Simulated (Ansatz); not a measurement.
## ⁸⁷Sr quadrupole couplings across 7 crystals

Computed with Ansatz: DFT, PBE, plane waves and PAW, scalar-relativistic, 420 eV cutoff. Q = 305.0 mb (Pyykkö 2018), I = 9/2. The cells come from the COD and the Materials Project (computed, not necessarily observed phases), with the atoms as given or relaxed (PBE, cell held). Calculated pressures reach 2 GPa in size and forces 0.2 eV/Å in them. Spin–orbit coupling is left out, which moves gradients at and beside heavy atoms (Ba, Bi, Ce, Hg, La) by some per cent and at some sites by far more. At most two sites a crystal are listed; metals, magnetic cells and gradients under 0.03 × 10²¹ V/m² (0.12 where the gap is under 1 eV) that symmetry doesn't force to zero are left out, and those under about 0.1 are uncertain even in sign.

```tsv
crystal	space group	first shell of Sr	C_Q (MHz)	η
BaSrYNbO6	P-1	4 O at 2.60–2.66 Å; also 7 O at 2.96–3.36 Å	-39.4	0.41
Sr4GeN4	P-1	5 N at 2.47–2.84 Å	53.7	0.76
Sr4GeN4	P-1	5 N at 2.47–2.85 Å	54.6	0.80
Sr5Ti2N6	C2/c	5 N at 2.53–2.71 Å	81.6	0.50
Sr5Ti2N6	C2/c	6 N at 2.61–2.93 Å	-34.8	0.04
BaSrCeZrO6	P-1	8 O at 2.55–3.10 Å; also 3 O at 3.48–3.55 Å	?	?
SrCaLaBiO6	Pc	8 O at 2.50–3.07 Å	?	?
SrCl2	Fm-3m	8 Cl at 3.02 Å	0	–
SrHgGeSe4	Ama2	8 Se at 3.15–3.28 Å	?	?
```

(1) Estimate the withheld values.

Answers

(1) BaSrCeZrO6 (8 O at 2.55–3.10 Å; also 3 O at 3.48–3.55 Å): C_Q = -39.4 MHz, η = 0.25; SrCaLaBiO6 (8 O at 2.50–3.07 Å): C_Q = -43.3 MHz, η = 0.34; SrHgGeSe4 (8 Se at 3.15–3.28 Å): C_Q = 23.9 MHz, η = 1.00.

By the number of first neighbours, |C_Q| spans 54 to 82 MHz with 5, 0 to 43 MHz with 8.

Where η is near 1 the sign of C_Q means little.

In Sr4GeN4 small gradients can still move by 0.1 × 10²¹ V/m² or more with the k-mesh.

The crystals are a selection from a larger pool of database entries, not a random sample of it.
